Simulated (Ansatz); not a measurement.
Problem. Each is relaxed and computed with r²SCAN (plane waves, PAW; program Ansatz). Which is the only metal?
A. Y5Ge3, P6_3/mcm (Y on 6g, Y on 4d, Ge on 6g)
B. SiGe, Pmma (Si on 2e, Ge on 2f)
C. GaGeTe, R-3m (Ga on 6c, Ge on 6c, Te on 6c)
D. YMnO3, Cmcm (Y on 4a, Mn on 4c, O on 8f, O on 4c)

Solution. A, Y5Ge3, P6_3/mcm (Y on 6g, Y on 4d, Ge on 6g). Y5Ge3: metal; GaGeTe: gap 0.60 eV (direct); SiGe: gap 0.58 eV (indirect); YMnO3: gap 0.79 eV (indirect). Spin orders computed, not proven ground states: YMnO3, Cmcm (Y on 4a, Mn on 4c, O on 8f, O on 4c) antiferromagnetic. Typed or built starts, not in the databases checked: SiGe, Pmma (Si on 2e, Ge on 2f). Standing as an ambient phase not checked: Y5Ge3, P6_3/mcm (Y on 6g, Y on 4d, Ge on 6g); GaGeTe, R-3m (Ga on 6c, Ge on 6c, Te on 6c); YMnO3, Cmcm (Y on 4a, Mn on 4c, O on 8f, O on 4c). Weakly bound layers, chains or molecules computed without a dispersion correction, so cells and soft constants are ill determined: GaGeTe, R-3m (Ga on 6c, Ge on 6c, Te on 6c). All cells were relaxed under the symmetry of their starts (and spin orders); stability against distortions was not tested throughout. Cells of antiferromagnets are given as chemical subcells. Rows with no word on spin ran without spin polarisation. No Hubbard U is applied. Spin–orbit coupling is left out wherever it is not named.

Potentials: the later of the program's two PAW sets.
